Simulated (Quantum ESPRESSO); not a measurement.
```xyz
3
Lattice="3.7027 0.0000 0.0000 -1.8513 3.2066 0.0000 0.0000 0.0000 15.6000" Properties=species:S:1:pos:R:3 pbc="T T T"
Se     0.0000     2.1377     1.2919
Se     1.8513     1.0689    -1.2919
Pt     0.0000     0.0000     0.0000
```

The layer was cut from Materials Project entry mp-1115 and relaxed with PBEsol in a cell 15.6 Å high, with the Coulomb interaction truncated along z.

**Question.** What does PBE (stringent potentials; Quantum ESPRESSO, PseudoDojo norm-conserving, 104 Ry, without SOC) give for the electronic structure near the Fermi level?

**Answer.** The PBE gap is indirect, 1.43 eV, from 11 % of the way from Γ to M to 44 % of the way from Γ to M; the smallest direct gap is 1.58 eV. Another valence extremum on the path lies within 0.02 eV, too close to call. The valence-band maximum lies 5.70 eV below the vacuum level. Without spin-orbit coupling, band edges of such heavy elements can be off by tenths of an eV.
